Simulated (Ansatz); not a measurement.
Values for one crystal, relaxed and computed with plane-wave PAW r²SCAN (Ansatz code); other levels are named.

```yaml
volume_per_atom: 10.58 Å³
band_gap: 4.00 eV (indirect)
Pressure derivative B′: 5.6
smallest_direct_gap_on_the_standard_path: 4.08 eV
electron_effective_mass: 0.64, 1.0, 7.9 mₑ (principal values)
Bulk modulus (Birch–Murnaghan fit): 112 GPa
Formation energy from the elements (no fitted shifts): -2.77 eV/atom
```

Problem. Which compound is it?
A. Na2S, anti-fluorite
B. NiS2, P2_1/c (Ni on 2a, S on 4e)
C. LiNbO3, R3c (Li on 6a, Nb on 6a, O on 18b)
D. KF, rock salt

Solution. C, LiNbO3, R3c (Li on 6a, Nb on 6a, O on 18b)

The r²SCAN relaxation kept the symmetry of its start. The run is not spin-polarised. The references are the lowest solids computed at this level, not always the standard phases (solids in place of the gases). Scalar-relativistic: spin–orbit coupling is off unless named, which matters more the heavier the elements.

Potentials: the later of the program's two PAW sets.
